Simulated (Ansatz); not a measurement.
CsPbBr₃ (cubic perovskite, Pm-3m) under volume change, LDA in the plane-wave PAW code Ansatz, scaled uniformly.

```tsv
V (Å³/atom)	E − E(relaxed) (meV/atom)	P (GPa)
34.845	29.3	2.98
35.994	12.3	1.81
37.142	2.9	0.83
38.291	0.0	0.00
39.440	2.6	-0.70
40.589	9.7	-1.28
41.737	20.7	-1.78
```

Question: What does a third-order Birch–Murnaghan fit give for V₀, B₀ and B′?

Answer: V₀ = 38.29 Å³/atom, B₀ = 25.3 GPa, B′ = 4.7.

This is a known high-temperature phase of the composition, computed here at zero pressure and temperature. The cell was relaxed with LDA under the symmetry of its start; of distortions, only those at the zone centre were tested, and some modes there are weakly imaginary. Spin–orbit coupling is left out wherever it is not named.

Potentials: the later of the program's two PAW sets.
